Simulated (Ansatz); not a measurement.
Polymorphs of AlNi, each relaxed with r²SCAN (plane waves, PAW; program Ansatz):

A: CsCl type (Pm-3m)
a = b = c = 2.8633 Å, α = β = γ = 90.00°

```tsv
atom	site	symmetry	x	y	z
Al	1a	m-3m	0.0000	0.0000	0.0000
Ni	1b	m-3m	0.5000	0.5000	0.5000
```

B: rock salt (Fm-3m)
a = b = c = 4.8059 Å, α = β = γ = 90.00°

| atom | site | symmetry | x | y | z |
|---|---|---|---|---|---|
| Ni | 4a | m-3m | 0.0000 | 0.0000 | 0.0000 |
| Al | 4b | m-3m | 0.5000 | 0.5000 | 0.5000 |

C: Cmcm
a = 2.6400 Å, b = 9.2975 Å, c = 3.9722 Å, α = β = γ = 90.00°

| atom | site | symmetry | x | y | z |
|---|---|---|---|---|---|
| Al | 4c | m2m | 0.0000 | 0.3440 | 0.2500 |
| Ni | 4c | m2m | 0.0000 | 0.0781 | 0.2500 |

Problem. Order them by energy per atom at 0 K (lowest first) at the level r²SCAN.

Solution. A (+0 meV/atom), C (+187 meV/atom), B (+739 meV/atom)

Typed or built starts, not in the databases checked: B; C. Not the usual ambient phase: B; C. Began spin-polarised and lost the moments: A; B; C. Unstable at this level: B. All cells were relaxed under the symmetry of their starts (and spin orders); stability against distortions was not tested throughout.

Energies hold the estimated change up to a 700 eV cutoff; steps of a few meV lie near the error of the meshes.

Potentials: the later of the program's two PAW sets.
